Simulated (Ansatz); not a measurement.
Values for one crystal, relaxed and computed with r²SCAN (plane waves, PAW; program Ansatz); other levels are named.

Volume per atom: 11.09 Å³
Electronic character: metallic (no gap)
Density of states at the Fermi level: 0.49 states/eV per atom (mean over ±0.08 eV)
Formation energy from the elements (no fitted shifts): -0.24 eV/atom

Problem. Pick the material that matches.
(A) B2Ru, Pmmn (B on 4e, Ru on 2a)
(B) AlBRu, Cmcm (Al on 4c, B on 4c, Ru on 4c)
(C) CrB2, Cmmm (B on 4j, Cr on 2a)
(D) Si3Ru5, Pbam (Pearson symbol oP16)

Solution. B, AlBRu, Cmcm (Al on 4c, B on 4c, Ru on 4c)

The start of the workflow was typed in or built on a structure type; neither database checked (COD, Materials Project) lists it. Whether it is the stable phase at ambient conditions was not checked. Symmetry was held in the r²SCAN relaxation; whether a distortion lowers the energy is not shown. No spin polarisation was allowed. The references are the lowest solids computed at this level, not always the standard phases. Scalar-relativistic: spin–orbit coupling is off unless named, which matters more the heavier the elements.

Potentials: the later of the program's two PAW sets.
